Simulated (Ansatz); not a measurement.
# Ansatz 0.2.0, settings compared: Lu₂AlSb₂

Input:

```yaml
crystal:
  lattice:
    - [0.0, 0.0, 4.413741]
    - [4.642095, -3.123044, 2.20687]
    - [4.642095, 3.123044, -2.20687]
  atoms:
    - { symbol: Lu, position: [0.5, 0.71113, 0.71113] }
    - { symbol: Lu, position: [0.5, 0.28887, 0.28887] }
    - { symbol: Sb, position: [0.7893, 0.7107, 0.2893] }
    - { symbol: Sb, position: [0.2107, 0.2893, 0.7107] }
    - { symbol: Al, position: [0.0, 0.0, 0.0] }
  symmetry: { tolerance: 0.0003 }
kpoints:
  mp_grid: { grid: [5, 5, 5], shift: [0, 0, 0] }
magnetization:
  spin_polarized: false
scf:
  occupations: { method: cold, width: 0.0161 }
hamiltonian:
  pseudopotentials: { kind: paw }
  xc: pbe
basis:
  ecutwfc: 420
output:
  forces: true
  stress: true
  eigenvalues: true
relax:
  max_steps: 40
  cell: {}
```

Launch command:

```bash
ansatz run input.yaml --threads 1 --pin off --max-ram 2560MiB --backend cpu --events-out ev --progress --plain --runs-dir out
```

Origin of the cell: a known structure type with other elements, at an estimated volume, so it need not be a known compound.

Output of this run (shortened):

```
Pseudopotentials: kind: paw
Pseudopotential: Lu, paw, valence charge 25, recommended cutoff 420 eV (normal), Lu.paw.azcp
Pseudopotential: Sb, paw, valence charge 15, recommended cutoff 420 eV (normal), Sb.paw.azcp
Pseudopotential: Al, paw, valence charge 3, recommended cutoff 420 eV (normal), Al.paw.azcp
Functional definition: PBE
  exchange = pbe_x(kappa = kappa, mu = beta*pi^2/3)
  correlation = pbe_c(beta = beta)
Crystal: 5 atoms, lattice volume = 127.976 Å³
Basis set: ecut = 420 eV, 2495 PW (Γ), exchange–correlation on 60×90×90 points (8 copies of the dense FFT grid, shifted against one another)
Bands: 50, of which v1, the nominal top of the filled ones, is band 42 counted from 1 (41 counted from 0)
Symmetry: 8 space group operations
Space group: Immm (ITA 71), of the structure as read, at distance tolerance 1.5e-3 Å
[… 7 lines left out …]
Initial density: superposition of atomic densities (neutral atoms: chi_scale 0, normalization atom), corrected by the library's trained network
Functional: x = pbe(κ = 0.804, μ = 0.219515), c = pbe(β = 0.066725)
SCF iter   1: F=—  HF=-42972.938976 eV  Δρ=2.78e-3  dr2=1.61e-2
SCF iter   2: F=—  HF=-42972.937058 eV  S|Δr|=    0.00e0  Δρ=1.81e-3  dr2=7.47e-3  defer=57
SCF iter   3: F=—  HF=-42972.935855 eV  S|Δr|=    0.00e0  Δρ=4.98e-4  dr2=3.67e-4  defer=57
SCF iter   4: F=—  HF=-42972.935816 eV  S|Δr|=    0.00e0  Δρ=2.19e-4  dr2=6.30e-5  defer=57
SCF iter   5: F=—  HF=-42972.935847 eV  S|Δr|=    0.00e0  Δρ=1.35e-4  dr2=1.65e-5  defer=57
SCF iter   6: F=—  HF=-42972.935826 eV  S|Δr|=    0.00e0  Δρ=4.95e-5  dr2=2.95e-6  defer=57
SCF iter   7: F=—  HF=-42972.935825 eV  S|Δr|=    0.00e0  Δρ=1.52e-5  dr2=3.18e-7  defer=57
SCF iter   8: F=-42972.935824 eV  HF=-42972.935824 eV  S|Δr|=    0.00e0  Δρ=4.58e-6  dr2=3.37e-8
relax step   1: F+E_penalty+E_count = -42972.935824 eV  Δ(F+E_penalty+E_count) = +0.000e0 eV  max|allowed force component| = 2.425e0 eV/Å  Δτ_max = 0.0000 Å  P = -0.623 GPa  Ω = 127.976 Å³  ( […]
relax step   2: F+E_penalty+E_count = -42973.553978 eV  Δ(F+E_penalty+E_count) = -6.182e-1 eV  max|allowed force component| = 1.081e0 eV/Å  Δτ_max = 0.1704 Å  P = -0.449 GPa  Ω = 124.565 Å³ […]
relax step   3: F+E_penalty+E_count = -42974.025768 eV  Δ(F+E_penalty+E_count) = -4.718e-1 eV  max|allowed force component| = 8.455e-1 eV/Å  Δτ_max = 0.0413 Å  P = +1.165 GPa  Ω = 121.094 Å³ […]
relax step   4: F+E_penalty+E_count = -42974.273942 eV  Δ(F+E_penalty+E_count) = -2.482e-1 eV  max|allowed force component| = 2.300e-1 eV/Å  Δτ_max = 0.0684 Å  P = +0.871 GPa  Ω = 121.444 Å³ […]
relax step   5: F+E_penalty+E_count = -42974.328114 eV  Δ(F+E_penalty+E_count) = -5.417e-2 eV  max|allowed force component| = 2.514e-1 eV/Å  Δτ_max = 0.0879 Å  P = +1.101 GPa  Ω = 121.378 Å³ […]
[… 3 lines left out …]
relax step   9: F+E_penalty+E_count = -42974.364636 eV  Δ(F+E_penalty+E_count) = -1.742e-2 eV  max|allowed force component| = 3.249e-3 eV/Å  Δτ_max = 0.0000 Å  P = +0.234 GPa  Ω = 123.210 Å³  stress off target by 7.03e-1 GPa […]
relax step  10: F+E_penalty+E_count = -42974.366362 eV  Δ(F+E_penalty+E_count) = -1.727e-3 eV  max|allowed force component| = 8.751e-3 eV/Å  Δτ_max = 0.0010 Å  P = +0.086 GPa  Ω = 123.611 Å³ […]
relax step  11: F+E_penalty+E_count = -42974.367498 eV  Δ(F+E_penalty+E_count) = -1.135e-3 eV  max|allowed force component| = 8.132e-4 eV/Å  Δτ_max = 0.0038 Å  P = -0.020 GPa  Ω = 123.949 Å³ […]
relax step  12: F+E_penalty+E_count = -42974.367541 eV  Δ(F+E_penalty+E_count) = -4.297e-5 eV  max|allowed force component| = 8.108e-4 eV/Å  Δτ_max = 0.0001 Å  P = +0.009 GPa  Ω = 123.894 Å³ […]
relax step  13: F+E_penalty+E_count = -42974.367762 eV  Δ(F+E_penalty+E_count) = -2.215e-4 eV  max|allowed force component| = 8.361e-4 eV/Å  Δτ_max = 0.0000 Å  P = +0.010 GPa  Ω = 123.894 Å³  stress off target by 1.95e-2 GPa […]
SCF 13 converged in 6 iterations: F = -42974.367762 eV  dr2 = 3.77e-11
basis re-selected at this cell: Δ(F+E_penalty+E_count) = -2.215e-4 eV, ΔP = +0.001 GPa vs the last step (what re-selecting the basis moved, of the pressure what is left beyond the Pulay corre […]
SCF converged after 6 iterations
Stability not checked: this state was not tested for a lower state beside it, because cold or Methfessel-Paxton smearing, or corrected tetrahedra, fill the levels in a way that the test cannot read (fill_not_monotonic; […]
Free energy (F): -42974.367762 eV
Harris-Foulkes:  -42974.367762 eV  (|F-HF|=4.37e-11)
Internal energy: -42974.367793 eV  (E = F + TS)
E sigma→0 (E₀):  -42974.367772 eV
Entropy (-TS):   0.000030 eV (0.006 meV/atom)
Fermi energy:    12.469185 eV
--- Per-component energies (eV) ---
  E_band       = -308.160354
  E_kinetic    = 1275.679394
  E_local      = -17590.606393  (includes V_loc(G=0)·N_el)
  E_nonlocal   = 1889.193457
  E_hartree    = 7574.582814
  E_xc         = -754.526384
  E_vxc        = -740.368581  (∫ρ·V_xc dr)
  E_paw        = -24368.779224  (= ΣΔE_a)
  E_vpaw       = -291.224642  (= ΣTr[D̂ρ^β])
  E_aug_tail   = 0.000065  (compensation charges beyond the density's cutoff)
  E_ewald      = -10999.911520
  E_smearing   = 0.000030  (= −TS)
  Σ components = -42974.367762   (vs F -42974.367762, Δ=0.00e0)
--- Forces (eV/Å), atoms counted from 1 ---
  atom   1  Lu     0.000264     0.000000     0.000000
  atom   2  Lu    -0.000264    -0.000000     0.000000
  atom   3  Sb     0.000000     0.000836     0.000000
  atom   4  Sb     0.000000    -0.000836    -0.000000
  atom   5  Al     0.000000     0.000000     0.000000
  max |Σ_I F_I| component: 1.08e-19 eV/Å
--- Stress (GPa, compression-positive) ---
        0.010153       0.000000       0.000000
        0.000000       0.019548       0.000000
        0.000000       0.000000       0.000661
  P = ⅓ Tr σ = 0.0101 GPa (0.101 kbar)
--- Relaxed structure (11 steps of the walk, 11 accepted, 2 SCFs on fresh bases) ---
  F+E_penalty+E_count = -42974.367762 eV   max|allowed force component| = 8.361e-4 eV/Å   (the final SCF, on the basis selected at the relaxed cell)
  cell:  # Å, volume = 123.8943 Å³
    - [0.0, -3.225e-7, 4.028768]
    - [4.118091, -3.733816, 2.014384]
    - [4.118091, 3.733816, -2.014384]
  atoms:
    - { symbol: Lu, position: [0.500000, 0.718415, 0.718415] }
    - { symbol: Lu, position: [0.500000, 0.281585, 0.281585] }
    - { symbol: Sb, position: [0.780540, 0.719460, 0.280540] }
    - { symbol: Sb, position: [0.219460, 0.280540, 0.719460] }
    - { symbol: Al, position: [6.734e-19, -6.734e-19, 6.734e-19] }
```

The same input was run again with these changes:

1. `hamiltonian.dispersion` default → d4; `scf.convergence.dr2_threshold` default → 1.0e-09; `scf.occupations.method` cold → fermi_dirac; `scf.occupations.width` 0.0161 → 0.001
2. `relax.f_tol` default → 0.05; `relax.max_displacement` default → 0.5
3. `basis.ecutwfc` 420 → "36.7 Ry"; `kpoints.mp_grid.grid` [5, 5, 5] → [2, 2, 2]
4. `hamiltonian.dispersion` default → d4; `relax.f_tol` default → 0.001; `relax.max_displacement` default → 0.1

```csv
run,end,SCF iterations,volume (Å³/atom),max force component (eV/Å),moment (μB),ΔE(σ→0) (meV/atom)
base,converged,86,24.78,0.001,–,0
1,converged,93,23.88,0.002,–,–
2,converged,86,24.79,0.003,–,0.00
3,converged,50,24.73,0.009,–,5.47
4,converged,89,23.88,0.000,–,–
```

Energies are compared only where functional, datasets, charge and starting cell are the same.

Not properties of the system: run 3 (too coarse or loose: `kpoints.mp_grid.grid` = [2, 2, 2]).

Caveats of the base run: no moments, though an odd count or open d shells may carry them; no spin-orbit coupling, though heavy elements are present; the k mesh is coarse if the cell is a metal; the relaxation held the start's symmetry, so the end may be a saddle point.

The base run ran for 2.9 min on 1 thread of Arm Neoverse V2, with other jobs on the host, peak memory 0.48 GiB, from the program's own first density.
